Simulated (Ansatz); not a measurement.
Mo:
Space group Im-3m (No. 229); a = 3.151 Å, b = 3.151 Å, c = 3.151 Å, α = 90.00°, β = 90.00°, γ = 90.00°

| atom | site | symmetry | x | y | z |
|---|---|---|---|---|---|
| Mo | 2a | m-3m | 0.0000 | 0.0000 | 0.0000 |
(The calculation used a cell of 1 atom; values per cell refer to that cell.)

Relaxed with r²SCAN.

### Question
Tabulate the valence density and the electron localisation function along the shortest Mo–Mo contact (2.73 Å), r²SCAN in the plane-wave PAW code Ansatz.

### Answer


```tsv
distance from Mo (Å)	density (e/Å³)	ELF
0.27	6.84	0.57
0.41	6.02	0.71
0.55	4.53	0.75
0.68	2.90	0.70
0.82	1.61	0.56
0.96	0.86	0.38
1.09	0.53	0.28
1.23	0.41	0.28
1.36	0.38	0.29
1.50	0.41	0.28
1.64	0.53	0.28
1.77	0.86	0.38
1.91	1.61	0.56
2.05	2.90	0.70
2.18	4.53	0.75
2.32	6.02	0.71
2.46	6.84	0.57
```

The density is the valence pseudo-density with augmentation charge, so density and ELF within about 1 Å of a nucleus are not all-electron values.

The cell was relaxed with r²SCAN under the symmetry of its start. The run is not spin-polarised.

Potentials: the earlier of the program's two PAW sets.
